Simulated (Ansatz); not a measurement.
BN:
```xyz
8
Lattice="2.5273 0.0000 0.0000 -1.2637 2.1887 0.0000 0.0000 0.0000 8.3088" Properties=species:S:1:pos:R:3 pbc="T T T"
B      0.0000     0.0000     8.3066
B      0.0000     0.0000     4.1522
B      1.2637     0.7296     6.2354
B      0.0000     1.4592     2.0810
N      0.0000     0.0000     6.7567
N      0.0000     0.0000     2.6023
N      1.2637     0.7296     4.6715
N      0.0000     1.4592     0.5171
```

x, y and z are the axes in which the lattice vectors are written.

**Question.** Give the high-frequency dielectric tensor and the Born effective charge tensors of the independent atoms from DFPT, LDA in the plane-wave PAW code Ansatz.

**Answer.** 
ε∞:
```
4.56  0.00  0.00
0.00  4.56  0.00
0.00  0.00  4.66
```
Z* of atom 1 (B), rows: field, columns: displacement, in e:
```
1.85  0.00  0.00
0.00  1.85  0.00
0.00  0.00  1.93
```
Z* of atom 3 (B), rows: field, columns: displacement, in e:
```
1.84  0.00  0.00
0.00  1.84  0.00
0.00  0.00  1.85
```
Z* of atom 5 (N), rows: field, columns: displacement, in e:
```
-1.84   0.00   0.00
 0.00  -1.84   0.00
 0.00   0.00  -1.90
```
Z* of atom 7 (N), rows: field, columns: displacement, in e:
```
-1.85   0.00   0.00
 0.00  -1.85   0.00
 0.00   0.00  -1.88
```

Space group P6_3mc. A made-up cell: these elements were put on the sites of a structure type. Its sites differ from those of the usual phase in this space group: another stacking or structure type. The cell was relaxed with LDA under the symmetry of its start; whether a distortion lowers the energy is not shown.

Potentials: the later of the program's two PAW sets.
